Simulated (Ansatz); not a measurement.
GdAl (Pm-3m); spiral at 0.4 of the way from Γ to X.

```
Gd Al
1.0
     3.62796    0.00000    0.00000
     0.00000    3.62796    0.00000
     0.00000    0.00000    3.62796
Gd Al
1 1
Direct
  0.00000 0.00000 0.00000
  0.50000 0.50000 0.50000
```

The source of the geometry is a structure from the Materials Project; atoms and cell stay fixed.

Functional, mesh and filling: LDA, 10×10×10 k mesh, Fermi–Dirac smearing of 0.05 eV, spiral q = (0.0000, 0.2000, 0.0000). LAPW is all-electron LAPW in Ansatz 0.2.0. Site moments are integrated in spheres about the atoms. Start moments (μB): Gd1 7.

Iteration by iteration:

```tsv
iteration	Harris–Foulkes energy less the last (meV)	density residual (eV)	∫|m| (μB)
1	-81.913	4.4e-02	6.9469
2	-84.998	7.3e-02	7.1875
3	-6.644	4.0e-02	7.1885
4	-46.491	8.7e-03	6.9933
5	5.120	1.0e-02	7.1861
6	-8.514	3.0e-03	7.2030
7	-6.879	2.1e-03	7.2047
8	0.138	6.7e-05	7.1769
9	0.077	2.9e-05	7.1738
10	0.040	6.6e-06	7.1747
11	0.019	7.9e-07	7.1730
12	0.011	2.7e-07	7.1733
13	0.006	2.6e-07	7.1733
14	-0.009	1.4e-06	7.1714
15	0.000	3.5e-08	7.1727
```

Site moments (μB): Gd1 7.09, Al2 -0.02. Cell moment 7.05 μB in the turning frame.

Without U a semilocal functional puts the f levels too near the Fermi level, which can change moments and the order of magnetic states; site and cell moments are spin moments. Spin–orbit coupling is left out although heavy atoms are present. In at least one run the program's final test of stability wasn't made or came to no verdict. With open f shells a run can end in a state that isn't the lowest. These are results for the start and cell typed. The real compound can order otherwise, in a larger cell, or not at all, since semilocal functionals without spin fluctuations often overstate magnetism; near a collapse of the moment, mesh and smearing move it by tens of per cent.
